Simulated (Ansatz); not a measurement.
# BaTiO3 (tetragonal-perovskite type, space group P4mm): map of one atom of the cell

BaTiO3 (tetragonal-perovskite type, space group P4mm)

```
BaTiO3
1.0
    3.98510     0.00000     0.00000
    0.00000     3.98510     0.00000
    0.00000     0.00000     4.20426
Ti Ba O
1 1 3
Cartesian
  1.99255   1.99255   1.92502
  0.00000   0.00000   3.95477
  1.99255   1.99255   3.73649
  1.99255   0.00000   1.72108
  0.00000   1.99255   1.72108
```

In this cell atom 3 (O, nearest neighbour Ti at 1.811 Å; its periodic images, 4.0 Å or more away, move with it) is moved by u·(1.000, 0.000, 0.000) + v·(0.000, 0.000, 1.000); the rest is frozen.

The numbers are results of PBE (plane waves to 420 eV, PAW, scalar-relativistic; Ansatz, an electronic-structure program), not measurements. k mesh 7×7×6 (Γ-centred), Fermi-Dirac smearing 0.05 eV. E stands for the smeared free energy. Points where atoms come too close for the PAW data are left out (x in tables, blank in figures). Fu and Fv are the components of the force on the atom. BaTiO3 is run without spin polarisation. BaTiO3 was relaxed with its symmetry unable to fall. The PAW data are Ansatz's earlier set. ΔE is measured from the undisplaced structure. Axes are in Å.

ΔE (meV/cell), with u across and v down:

```tsv
v \ u	-0.270	-0.135	0.000	0.135	0.270
-0.270	x	x	x	x	x
-0.135	344	x	x	x	344
0.000	195	48	0	48	195
0.135	316	161	110	161	316
0.270	539	385	334	385	539
```

Fu (eV/Å), with u across and v down:

```csv
v \ u,-0.270,-0.135,0.000,0.135,0.270
-0.270,x,x,x,x,x
-0.135,1.16,x,x,x,-1.16
0.000,1.47,0.71,0.00,-0.71,-1.47
0.135,1.54,0.76,0.00,-0.76,-1.54
0.270,1.53,0.76,0.00,-0.76,-1.53
```

Derived quantities:

Lowest place on the grid: u = 0.000 Å, v = 0.000 Å (0 meV/cell).

The 25 points together took very roughly 9 core-minutes.

(For displaced atoms, the force is minus the slope of the energy, and its curvature is a force constant, which sets phonon frequencies.)
